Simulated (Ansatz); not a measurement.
BaTiO$_{3}$ (cubic perovskite, Pm-3m) under volume change, PBEsol (plane waves, PAW; program Ansatz), scaled uniformly.

```tsv
V (Å³/atom)	E − E(relaxed) (meV/atom)	P (GPa)
11.390	___	___
11.765	28.4	12.81
12.141	6.7	5.87
12.516	0.0	0.00
12.892	6.0	-4.99
13.267	___	___
13.642	48.7	-12.79
```

Question: Some entries are withheld; supply them.

Answer: 
- 13.267, E − E(relaxed) (meV/atom): 22.8
- 13.267, P (GPa): -9.21
- 11.390, E − E(relaxed) (meV/atom): 67.7
- 11.390, P (GPa): 20.99

Question: What does a third-order Birch–Murnaghan fit give for V₀, B₀ and B′?

Answer: V₀ = 12.52 Å³/atom, B₀ = 180 GPa, B′ = 4.5.

This is a known high-temperature phase of the composition, computed here at zero pressure and temperature. Symmetry was held in the PBEsol relaxation; its stability against distortions is not shown here. The run is not spin-polarised. Spin–orbit coupling is left out wherever it is not named.

Potentials: the earlier of the program's two PAW sets.
